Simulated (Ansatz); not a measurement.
MgS (rock salt, Fm-3m) at seven volumes, DFT-PBE in the program Ansatz with PAW potentials, scaled uniformly. One row is withheld.

| V (Å³/atom) | P (GPa) |
|---|---|
| 16.270 | 8.46 |
| 16.806 | 5.20 |
| 17.342 | 2.40 |
| 17.879 | 0.00 |
| 18.415 | -2.06 |
| 18.952 | ? |
| 19.488 | -5.34 |

Task: Fit the shown pressures and predict the withheld one.

Result: P = (3/2)B₀(x^(7/2) − x^(5/2))[1 + (3/4)(B′ − 4)(x − 1)] with x = (V₀/V)^(2/3). Least squares on the six rows gives V₀ = 17.879 Å³/atom, B₀ = 73.9 GPa, B′ = 4.10. At V = 18.952, x = 0.9619 and P = -3.82 GPa. The run itself gave -3.82 GPa.

The PBE relaxation kept the symmetry of its start; phonons on a q-mesh show no instability.

Potentials: the later of the program's two PAW sets.
